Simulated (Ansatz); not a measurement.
Generalised stacking fault of MgSe (rock salt) on the {100} plane. The cell below holds the perfect crystal with the plane normal along z; tilting its third vector by the shift puts one fault into each cell, between planes 2.75 Å apart, at fixed cell height.

```
MgSe
1.0
    3.89502     0.00000     0.00000
    0.00000     3.89502     0.00000
    1.94751     1.94751     8.26259
Se Mg
3 3
Cartesian
  1.62293   1.62293   6.88549
  1.62293   1.62293   1.37710
  3.57044   3.57044   4.13130
  3.57044   3.57044   6.88549
  3.57044   3.57044   1.37710
  1.62293   1.62293   4.13130
```

In-plane vectors a = (3.895, 0.000) Å, b = (0.000, 3.895) Å, area 15.17 Å². The shift is s times the vector a (length 3.895 Å), so s = 1 restores the start. Atoms relax along the normal only. γ = [E(shift) − E(0)] / area.

These are PBE (plane waves to 420 eV, PAW, scalar-relativistic; Ansatz, a quantum-chemistry and plane-wave program) values and carry that method's errors. k mesh 7×7×7 (Γ-centred), Fermi-Dirac smearing 0.05 eV. E is the zero-smearing estimate. Faults lie only 8.3 Å apart, and holding the cell height raises γ above its relaxed value. MgSe was relaxed with its symmetry unable to fall. γ is measured from zero shift.

```
s      γ (mJ/m²)
-----  ---------
0.000          0
0.083         54
0.167        214
0.250   withheld
0.333        697
0.417        877
0.500        942
0.583        877
0.667        697
0.750   withheld
0.833        214
0.917         54
```

Fit a Fourier form (three harmonics of 1 − cos and sin) to the given rows and predict γ at s = 0.250.

Least squares on the 10 given rows: γ = (475.0)·[1 − cos(2πs)] + (-10.3)·[1 − cos(4πs)] + (-4.1)·[1 − cos(6πs)], in mJ/m²; root-mean-square residual 0.2 mJ/m². At 0.250 the fit gives 450 mJ/m²; the calculation gives 450 mJ/m², the same to the digits shown. 

(The slope of γ gives the shear force per area between the displaced halves; near zero shift its curvature is an elastic stiffness.)
